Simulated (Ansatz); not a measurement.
TiNi:
```cif
data_Ni4Ti4
_chemical_formula_sum 'Ti4 Ni4'
_space_group_name_H-M_alt 'Cmcm'
_space_group_IT_number 63
_space_group_name_Hall '-C 2c 2'
_cell_length_a 2.90452
_cell_length_b 9.37262
_cell_length_c 3.97487
_cell_angle_alpha 90.000
_cell_angle_beta 90.000
_cell_angle_gamma 90.000
loop_
_atom_site_label
_atom_site_type_symbol
_atom_site_symmetry_multiplicity
_atom_site_Wyckoff_symbol
_atom_site_fract_x
_atom_site_fract_y
_atom_site_fract_z
_atom_site_occupancy
Ti1 Ti 4 c 0.00000 0.14222 0.75000 1
Ni1 Ni 4 c 0.00000 0.58530 0.25000 1
```
(The calculation used a cell of 4 atoms; values per cell refer to that cell.)

Relaxed at zero pressure with DFT-r²SCAN in the program Ansatz with PAW potentials.

### Question
The volume is lowered by 6 % and shape and atoms relax at that volume. What pressure results, and how do the axes share the change?

### Answer
11.5 GPa; a -3.2 %, b -1.9 %, c -1.0 %; the energy rises by 28 meV/atom.

### Question
Give the new structure.

### Answer

Space group Cmcm (No. 63); a = 2.812 Å, b = 9.192 Å, c = 3.936 Å, α = 90.00°, β = 90.00°, γ = 90.00°

```csv
atom,site,symmetry,x,y,z
Ti,4c,m2m,0.0000,0.1438,0.7500
Ni,4c,m2m,0.0000,0.5857,0.2500
```

The phase is kept; no other phase was compared at this pressure.

The start of the workflow was typed in or built on a structure type; neither database checked (COD, Materials Project) lists it. COD files the formula under space group No. 11, 147, so this cell is another polymorph or a model. Whether it is the stable phase at ambient conditions was not checked. The cell was relaxed with r²SCAN under the symmetry of its start; whether a distortion lowers the energy is not shown. The workflow began spin-polarised and lost its moments. Axis ratios of metals converge slowly with the k-mesh, so a and c are less sure than the volume.

Potentials: the earlier of the program's two PAW sets.
